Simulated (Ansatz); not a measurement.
PtS$_{2}$:
```
CELL_PARAMETERS angstrom
      3.52731     0.00000     0.00000
     -1.76365     3.05474     0.00000
      0.00000     0.00000    31.00000
ATOMIC_POSITIONS crystal
  S  0.66667 0.33333 0.54013
  Pt 0.00000 0.00000 0.50000
  S  0.33333 0.66667 0.45987
```
Free-standing layer in the xy plane with vacuum along z and no interaction between images.

Relaxed with r²SCAN+D4. Special points in fractions of this cell's reciprocal vectors: Γ (0.000, 0.000, 0.000); M (0.500, 0.000, 0.000); K (0.333, 0.333, 0.000).

**Question.** List the band energies nearest the valence-band maximum at these points for r²SCAN+D4 in the plane-wave PAW code Ansatz.

**Answer.** In eV from the valence-band maximum; about four levels below and three above (degenerate sets whole), none deeper than 8.9 eV; … stands for higher levels left out; points with the same levels are listed once.

| k | below | above |
|---|---|---|
| Γ | -0.85 -0.70 -0.21 -0.21 | 3.53 3.53 6.25 |
| M | -2.22 -2.00 -1.74 -1.46 | 3.19 3.29 6.00 |
| K | -2.62 -2.37 -0.74 -0.74 | 2.43 2.43 … |

Space group P-3m1 (1T). A layer that has been made, often on a substrate. The cell was relaxed with r²SCAN+D4 under the symmetry of its start; its stability against distortions is not shown here. The run is not spin-polarised. Spin–orbit coupling is left out wherever it is not named.

Potentials: the later of the program's two PAW sets.
